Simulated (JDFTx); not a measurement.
An input for a modified build of JDFTx (Rh(100), CANDLE, water, 1 M NaCl; bohr, hartree) and the course of its log:

```
lattice \
  5.0856823471 0.0000000000 0.0000000000 \
  0.0000000000 5.0856823471 0.0000000000 \
  0.0000000000 0.0000000000 44.5975365412
coords-type Lattice
ion Rh 0.0000000000 0.0000000000 -0.1612699150 0
ion Rh 0.5000000000 0.5000000000 -0.0806349580 0
ion Rh 0.0000000000 0.0000000000 0.0000000000 0
ion Rh 0.5000000000 0.5000000000 0.0806349580 0
ion Rh 0.0000000000 0.0000000000 0.1612699150 0
ion-species pseudo/rh_pbe_v1.4.upf
elec-cutoff 20 100
elec-ex-corr gga-PBE
coulomb-interaction Slab 001
coulomb-truncation-embed 0 0 0
kpoint-folding 8 8 1
elec-smearing Fermi 0.01
elec-n-bands 50
electronic-scf nIterations 100 energyDiffThreshold 1e-08
fluid LinearPCM
pcm-variant CANDLE
fluid-solvent H2O
fluid-cation Na+ 1
fluid-anion Cl- 1
fluid-minimize nIterations 400 knormThreshold 1e-11
wavefunction read vac.wfns
elec-initial-eigenvals vac.eigenvals
dump-name f0.$VAR
dump End State Ecomponents EigStats BandEigs Forces ElecDensity IonicPositions Fillings Kpoints Dtot FluidDebug BoundCharge FluidDensity
```

```
[one cycle in 5 is shown, and the last three; fluid-solver lines are left out]
	FillingsUpdate:  mu: -0.176888226  nElectrons: 75.000000
SCF: Cycle:  0   F: -407.812248757420150   dF: +4.651e-05   |Residual|: 1.602e-03   |deigs|: 1.550e-04
	FillingsUpdate:  mu: -0.174583159  nElectrons: 75.000000
SCF: Cycle:  5   F: -407.812326670192476   dF: -6.860e-06   |Residual|: 3.221e-04   |deigs|: 5.398e-04
	FillingsUpdate:  mu: -0.173511213  nElectrons: 75.000000
SCF: Cycle: 10   F: -407.812329348923299   dF: -1.485e-08   |Residual|: 8.899e-05   |deigs|: 2.612e-04
	FillingsUpdate:  mu: -0.173476755  nElectrons: 75.000000
SCF: Cycle: 15   F: -407.812329348920287   dF: +8.766e-08   |Residual|: 6.445e-05   |deigs|: 1.804e-04
	FillingsUpdate:  mu: -0.173430921  nElectrons: 75.000000
SCF: Cycle: 20   F: -407.812329298773591   dF: +1.408e-07   |Residual|: 7.544e-05   |deigs|: 5.221e-05
	FillingsUpdate:  mu: -0.173472932  nElectrons: 75.000000
SCF: Cycle: 25   F: -407.812329433966227   dF: +1.448e-08   |Residual|: 2.458e-05   |deigs|: 8.844e-06
	FillingsUpdate:  mu: -0.173474235  nElectrons: 75.000000
SCF: Cycle: 30   F: -407.812329401888803   dF: +4.472e-08   |Residual|: 4.019e-05   |deigs|: 1.335e-05
	FillingsUpdate:  mu: -0.173480259  nElectrons: 75.000000
SCF: Cycle: 35   F: -407.812329448063281   dF: -1.817e-08   |Residual|: 1.057e-05   |deigs|: 1.663e-05
	FillingsUpdate:  mu: -0.173452110  nElectrons: 75.000000
SCF: Cycle: 40   F: -407.812329341511997   dF: +1.047e-07   |Residual|: 7.242e-05   |deigs|: 2.217e-05
	FillingsUpdate:  mu: -0.173453095  nElectrons: 75.000000
SCF: Cycle: 45   F: -407.812329279654989   dF: +1.680e-07   |Residual|: 9.359e-05   |deigs|: 2.705e-05
	FillingsUpdate:  mu: -0.173439030  nElectrons: 75.000000
SCF: Cycle: 50   F: -407.812329354287726   dF: +8.881e-08   |Residual|: 6.659e-05   |deigs|: 4.121e-05
	FillingsUpdate:  mu: -0.173455753  nElectrons: 75.000000
SCF: Cycle: 55   F: -407.812329271328622   dF: +1.769e-07   |Residual|: 9.884e-05   |deigs|: 2.308e-05
	FillingsUpdate:  mu: -0.173479623  nElectrons: 75.000000
SCF: Cycle: 60   F: -407.812329448483979   dF: -1.023e-08   |Residual|: 9.968e-06   |deigs|: 1.320e-05
	FillingsUpdate:  mu: -0.173466228  nElectrons: 75.000000
SCF: Cycle: 65   F: -407.812329436883147   dF: -5.281e-08   |Residual|: 2.604e-05   |deigs|: 1.230e-05
	FillingsUpdate:  mu: -0.173465336  nElectrons: 75.000000
SCF: Cycle: 70   F: -407.812329438574181   dF: -8.177e-08   |Residual|: 2.613e-05   |deigs|: 1.204e-05
	FillingsUpdate:  mu: -0.173467202  nElectrons: 75.000000
SCF: Cycle: 75   F: -407.812329447725233   dF: +1.095e-09   |Residual|: 1.363e-05   |deigs|: 9.119e-06
	FillingsUpdate:  mu: -0.173478185  nElectrons: 75.000000
SCF: Cycle: 80   F: -407.812329448782748   dF: +7.194e-10   |Residual|: 6.601e-06   |deigs|: 4.023e-06
	FillingsUpdate:  mu: -0.173476639  nElectrons: 75.000000
SCF: Cycle: 85   F: -407.812329448611706   dF: -8.376e-09   |Residual|: 1.162e-05   |deigs|: 1.013e-05
	FillingsUpdate:  mu: -0.173459854  nElectrons: 75.000000
SCF: Cycle: 90   F: -407.812329335285710   dF: +1.130e-07   |Residual|: 8.024e-05   |deigs|: 1.993e-05
	FillingsUpdate:  mu: -0.173479468  nElectrons: 75.000000
SCF: Cycle: 95   F: -407.812329448346190   dF: -8.848e-09   |Residual|: 1.038e-05   |deigs|: 1.330e-05
	FillingsUpdate:  mu: -0.173466235  nElectrons: 75.000000
SCF: Cycle: 97   F: -407.812329437654569   dF: -1.172e-07   |Residual|: 2.567e-05   |deigs|: 1.018e-05
	FillingsUpdate:  mu: -0.173480176  nElectrons: 75.000000
SCF: Cycle: 98   F: -407.812329448169919   dF: -1.052e-08   |Residual|: 9.866e-06   |deigs|: 1.459e-05
	FillingsUpdate:  mu: -0.173456490  nElectrons: 75.000000
SCF: Cycle: 99   F: -407.812329289715933   dF: +1.585e-07   |Residual|: 9.247e-05   |deigs|: 2.396e-05
SCF: None of the convergence criteria satisfied after 100 iterations.
IonicMinimize: Iter:   0  F: -407.812329289715933  |grad|_K:  0.000e+00
IonicMinimize: Converged (|grad|_K<1.000000e-04).
```

This run gave no converged result. The loop ran out of cycles short of its threshold. It has stalled and not diverged: the last ten energies span 2e-07 Ha, so the total is near its end, but levels, forces and charges aren't shown converged.
